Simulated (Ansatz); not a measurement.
MgO in space group P6_3/mmc (No. 194; Mg on 2c, O on 2d), plane-wave PAW PBEsol (Ansatz code). The conduction-band minimum lies at Γ, with 1 equivalent valley. Second derivatives d²E/dk² of the lowest band at one valley (eV·Å²), along Cartesian directions:

```tsv
direction	d²E/dk²
[100]	22.78
[010]	22.77
[001]	20.75
[110]	22.77
[101]	21.76
[011]	21.76
```

Question: Find the principal effective masses, the density-of-states mass and the conductivity mass.

Answer: Off-diagonal terms follow from H_xy = H[110] − (H_xx + H_yy)/2, and m*/mₑ = 7.620 eV·Å² over each eigenvalue: 0.33, 0.33, 0.37. One valley's DOS mass (m₁m₂m₃)^(1/3) = 0.35, conductivity mass 3/(Σ 1/mᵢ) = 0.34 mₑ.

Question: What effective density of states Nc follows at 300 K for parabolic valleys?

Answer: Nc = 2.509e19 × 1 × (0.35)^(3/2) ≈ 5.2e18 cm⁻³.

Question: With the computed static dielectric constant 7.29 (mean of the diagonal), estimate a hydrogenic donor's binding energy and radius.

Answer: E = 13.606 eV × 0.34/7.29² ≈ 87 meV; a = 0.529 Å × ε/m* ≈ 11 Å. Semilocal masses tend to be too small where the gap is.

The workflow started from a Materials Project entry (that database holds measured and hypothetical structures alike); the Crystallography Open Database copy checked does not list it. It is not the phase usual at ambient conditions (space group No. 225). The PBEsol relaxation kept the symmetry of its start; phonons on a q-mesh show no instability.

Potentials: the later of the program's two PAW sets.
